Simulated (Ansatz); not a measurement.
## NbP: from a starting cell to a relaxed one

The start is a generated cell, NbP placed in the WC structure type. A full variable-cell relaxation at zero pressure is run with PBEsol (plane waves to 420 eV, PAW, scalar-relativistic; Ansatz, a quantum-chemistry and plane-wave program). First-step values are on the input's coarse k-mesh.

Ansatz input (later rounds restart from its end on a renewed k-mesh):
Ansatz 0.2 input:
```yaml
crystal:
  lattice:
    - [3.3132733, 0, 0]
    - [-1.6566367, 2.8693789, 0]
    - [0, 0, 3.23359]
  atoms:
    - { symbol: Nb, position: [0, 0, 0] }
    - { symbol: P, position: [0.66666667, 0.33333333, 0.5] }
basis: { ecutwfc: 420, ecutrho_ratio: 4, xc_grid: 2, fft_grid_basis: typed }
kpoints: { mp_grid: { grid: [8, 8, 7] } }
hamiltonian:
  xc: pbesol
  dispersion: none
  pseudopotentials: { kind: paw }
scf: { occupations: { method: fermi_dirac, width: 0.05 } }
relax: { f_tol: 0.01, max_steps: 100, cell: { stress_tol: 0.02 } }
output: { forces: true, stress: true }
```

What pressure does the first self-consistent step give?

+4 GPa (positive: the cell is compressed).

How much energy is released per atom?

0.01 eV/atom.

How do the shortest distances between atoms change?

The closest pairs of elements (up to four, under 3.6 Å), start → end: Nb–P 2.50 → 2.52 Å; P–P 3.23 → 3.29 Å; Nb–Nb 3.23 → 3.29 Å.

Write out the relaxed structure.


```cif
data_NbP
_chemical_formula_sum 'Nb1 P1'
_space_group_name_H-M_alt 'P-6m2'
_space_group_IT_number 187
_space_group_name_Hall 'P -6 2'
_cell_length_a 3.29164
_cell_length_b 3.29164
_cell_length_c 3.32248
_cell_angle_alpha 90.000
_cell_angle_beta 90.000
_cell_angle_gamma 120.000
loop_
_atom_site_label
_atom_site_type_symbol
_atom_site_symmetry_multiplicity
_atom_site_Wyckoff_symbol
_atom_site_fract_x
_atom_site_fract_y
_atom_site_fract_z
_atom_site_occupancy
Nb1 Nb 1 a 0.00000 0.00000 0.00000 1
P1 P 1 f 0.66667 0.33333 0.50000 1
```

The space group stays P-6m2 (No. 187) (the run could not lower it); the end is AFLOW prototype AB_hP2_187_d_a (B_h, as in WC), with 2 atoms in the primitive cell. Final values are on a 16×16×14 k-mesh of the relaxed cell. No spin polarisation in the result.

The run could not lose the symmetry of its start: the end is stationary, and may be a saddle point rather than a minimum.

All atoms sit on sites fixed by symmetry, so only the cell could relax.

The relaxed structure here is a generated cell of NbP: the first start was made by placing the elements on the sites of a structure type, and the end was not matched to a known phase here, so it may be hypothetical.
